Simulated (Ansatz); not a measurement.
Given:

CsHg$_{2}$:
```xyz
6
Lattice="-2.7960 4.3842 4.7030 2.7960 -4.3842 4.7030 2.7960 4.3842 -4.7030" Properties=species:S:1:pos:R:3 pbc="T T T"
Cs     2.7960     2.1921     0.5366
Cs     0.0000     2.1921     4.1664
Hg     0.0000     0.6252     7.8195
Hg     2.7960     3.7590    -3.1164
Hg     2.7960    -0.6252     3.1164
Hg     0.0000     5.0094     1.5866
```

This is the r²SCAN-relaxed structure.

Task: All from the program Ansatz at the r²SCAN level (PAW), unless another level is named. Give the formation energy from the elements (no fitted shifts).

Result: -0.29 eV/atom.

Task: And the density of states at the Fermi level?

Result: 0.69 states/eV per atom (mean over ±0.08 eV).

Space group Imma. The workflow started from a Materials Project entry (that database holds measured and hypothetical structures alike); the Crystallography Open Database copy checked does not list it. Whether it is the stable phase at ambient conditions was not checked. The cell was relaxed with r²SCAN under the symmetry of its start; its stability against distortions is not shown here. The references are the lowest solids computed at this level, not always the standard phases. Spin–orbit coupling is left out wherever it is not named.

Potentials: the later of the program's two PAW sets.
